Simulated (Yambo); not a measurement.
SrO (rock salt, space group Fm-3m, No. 225): a test of whether the lowest BSE state is resolved, against the k mesh (Yambo, LDA bands; otherwise 3 valence and 4 conduction bands, static screening with 18 bands and a 4 Ry block, scissor 2.14 eV, Tamm-Dancoff).

```csv
k mesh,direct gap (eV),lowest state (eV),difference (eV),k points taking part,rough cost
4×4×4,5.31,4.55,0.76,3.2,about 1/50
6×6×6,5.31,4.75,0.56,3.5,about 1/10
8×8×8,5.31,4.85,0.45,4.6,about 1/3
10×10×10,5.31,4.90,0.40,7.6,1
```

The last step moves the difference by 0.05 eV. Even the densest mesh doesn't resolve the state: none of these energies is a result, and the difference is no binding energy.

These are vertical excitations (zero momentum). The scissor comes from a G0W0 run whose convergence isn't established; costs are rough.

Geometry relaxed with LDA; primitive cell a = b = c = 3.579 Å, α = β = γ = 60.00°.
